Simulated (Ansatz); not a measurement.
A geometry of NbRu away from equilibrium: step 13 of the relaxation of a generated cell, NbRu built in the AFLOW prototype AB_hP4_186_b_b (B4, as in ZnS). Computed with PBE (plane waves to 420 eV, PAW, scalar-relativistic; Ansatz, a quantum-chemistry and plane-wave program). Γ-centred k-mesh 11×11×6 on the run's cell (coarser than for final values), Fermi–Dirac smearing 0.05 eV.

```xyz
4
Lattice="4.2482 0.0000 0.0000 -2.1241 3.6790 0.0000 0.0000 0.0000 5.2542" Properties=species:S:1:pos:R:3:forces:R:3 pbc="T T T" free_energy=-20859.364 pressure_GPa=3.0
Nb     2.1241     1.2263     0.3289    0.0000    0.0000    0.0001
Nb     0.0000     2.4527     2.9560    0.0000    0.0000    0.0001
Ru     2.1241     1.2263     2.9560    0.0000    0.0000   -0.0001
Ru     0.0000     2.4527     0.3289    0.0000    0.0000   -0.0001
```

Positions in Å, forces in eV/Å, free energy of the cell in eV (comparable only within this code, potentials and settings). Largest force: all forces are below 0.005 eV/Å; the geometry lies 0.01 eV/atom above the end of its relaxation.

No spin polarisation in the result.

The run could not lose the symmetry of its start: the end is stationary, and may be a saddle point rather than a minimum.

The end of the path is a generated cell of NbRu: the first start was made by placing the elements on the sites of a structure type, and the end was not matched to a known phase here, so it may be hypothetical.
